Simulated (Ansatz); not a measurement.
**Ansatz 0.2.0, single run: HfW2**

input.yaml:

```yaml
crystal:
  lattice:
    - [0.0, 3.818946, 3.818946]
    - [3.818946, 0.0, 3.818946]
    - [3.818946, 3.818946, 0.0]
  atoms:
    - { symbol: W, position: [0.625, 0.625, 0.625] }
    - { symbol: W, position: [0.125, 0.625, 0.625] }
    - { symbol: W, position: [0.625, 0.625, 0.125] }
    - { symbol: W, position: [0.625, 0.125, 0.625] }
    - { symbol: Hf, position: [0.0, 0.0, 0.0] }
    - { symbol: Hf, position: [0.25, 0.25, 0.25] }
  symmetry: { tolerance: 0.0003 }
kpoints:
  mp_grid: { grid: [4, 4, 4], shift: [0, 0, 0] }
magnetization:
  spin_polarized: false
scf:
  occupations: { method: cold, width: 0.0287 }
  mixing: { algorithm: anderson, beta: 0.3 }
hamiltonian:
  pseudopotentials: { kind: paw }
  xc: r2scan
basis:
  ecutwfc: 500
output:
  forces: true
  stress: true
  eigenvalues: true
  write_density: true
  write_potential: true
  elf: true
  volumetric_format: npy
```

The command:

```bash
ansatz run input.yaml --threads 1 --pin off --max-ram 2560MiB --backend cpu --events-out ev --progress --plain --runs-dir out
```

Origin of the cell: a database entry, scaled a little.

Output (shortened):

```
SCF iter   1: F=—  HF=-73056.337611 eV  Δρ=8.10e-3  dr2=6.74e-2  dr2_τ=2.40e-1  defer=2
SCF iter   2: F=—  HF=-73056.381899 eV  S|Δr|=   2.53e-4  Δρ=5.50e-3  dr2=3.22e-2  dr2_τ=2.46e-3  defer=32  κ⁻¹=1.0e0(r=1)
SCF iter   3: F=—  HF=-73056.382707 eV  S|Δr|=   1.42e-3  Δρ=2.73e-3  dr2=4.58e-3  dr2_τ=6.98e-4  defer=32  κ⁻¹=4.5e-2(r=2)
SCF iter   4: F=—  HF=-73056.385138 eV  S|Δr|=   1.69e-3  Δρ=1.43e-3  dr2=9.80e-4  dr2_τ=1.21e-4  defer=32  κ⁻¹=6.4e-4(r=3)
SCF iter   5: F=—  HF=-73056.385506 eV  S|Δr|=    0.00e0  Δρ=9.06e-4  dr2=4.07e-4  dr2_τ=5.40e-5  defer=32  κ⁻¹=1.3e-4(r=4)
SCF iter   6: F=—  HF=-73056.385825 eV  S|Δr|=    0.00e0  Δρ=1.64e-4  dr2=1.27e-5  dr2_τ=2.16e-6  defer=32  κ⁻¹=2.2e-6(r=5)
SCF iter   7: F=—  HF=-73056.385850 eV  S|Δr|=    0.00e0  Δρ=1.19e-4  dr2=8.10e-6  dr2_τ=9.49e-7  defer=32  κ⁻¹=1.3e-6(r=6)
SCF iter   8: F=—  HF=-73056.385855 eV  S|Δr|=    0.00e0  Δρ=1.33e-5  dr2=1.47e-7  dr2_τ=1.93e-8  defer=32  κ⁻¹=3.7e-8(r=7)
SCF iter   9: F=—  HF=-73056.385856 eV  S|Δr|=    0.00e0  Δρ=9.00e-6  dr2=5.10e-8  dr2_τ=6.14e-9  κ⁻¹=3.0e-7(r=7)
SCF iter  10: F=-73056.385856 eV  HF=-73056.385856 eV  S|Δr|=    0.00e0  Δρ=4.25e-6  dr2=9.52e-9  dr2_τ=1.46e-9
SCF 1 converged in 10 iterations: F = -73056.385856 eV  dr2 = 9.52e-9
SCF converged after 10 iterations
Stability not checked: this state was not tested for a lower state beside it, because cold or Methfessel-Paxton smearing, or corrected tetrahedra, fill the levels in a way that the test cannot read (fill_not_monotonic; […]
Free energy (F): -73056.385856 eV
Harris-Foulkes:  -73056.385856 eV  (|F-HF|=3.91e-8)
Internal energy: -73056.386733 eV  (E = F + TS)
E sigma→0 (E₀):  -73056.386148 eV
Entropy (-TS):   0.000878 eV (0.146 meV/atom)
Fermi energy:    20.009565 eV
--- Per-component energies (eV) ---
  E_band       = -406.799664
  E_kinetic    = 2638.297758
  E_local      = -13160.465073  (includes V_loc(G=0)·N_el)
  E_nonlocal   = -2491.020639
  E_hartree    = 5915.401293
  E_xc         = -1558.801736
  E_vxc        = -1620.462622  (∫ρ·V_xc dr)
  E_paw        = -48275.035887  (= ΣΔE_a)
  E_vpaw       = 2313.701676  (= ΣTr[D̂ρ^β])
  E_aug_tail   = -0.000216  (compensation charges beyond the density's cutoff)
  E_vtau       = 82.351330  (kinetic-family band-sum trace: ∫τ·v_τ [+ j·A + Jᵃ·Aᵃ] dr)
  E_ewald      = -16123.053482
  E_core_change = -1.708751  (= ΣΔE_core)
  E_smearing   = 0.000878  (= −TS)
  Σ components = -73056.385856   (vs F -73056.385856, Δ=0.00e0)
--- Forces (eV/Å), atoms counted from 1 ---
  atom   1  W      0.000000    -0.000000    -0.000000
  atom   2  W      0.000000     0.000000     0.000000
  atom   3  W      0.000000    -0.000000     0.000000
  atom   4  W      0.000000     0.000000    -0.000000
  atom   5  Hf     0.000000     0.000000    -0.000000
  atom   6  Hf     0.000000     0.000000    -0.000000
  max |Σ_I F_I| component: 4.05e-18 eV/Å
--- Stress (GPa, compression-positive) ---
       -5.099426      -0.000000      -0.000000
        0.000000      -5.099426       0.000000
       -0.000000       0.000000      -5.099426
  P = ⅓ Tr σ = -5.0994 GPa (-50.994 kbar)
```

Caveats: no moments, though an odd count or open d shells may carry them; no spin-orbit coupling, though heavy elements are present; the k mesh is coarse if the cell is a metal.

The run took 6.1 s on 1 thread of AMD EPYC 9R45 96-Core Processor (Zen 5), on a shared host, peak memory 0.75 GiB, from the program's own first density.
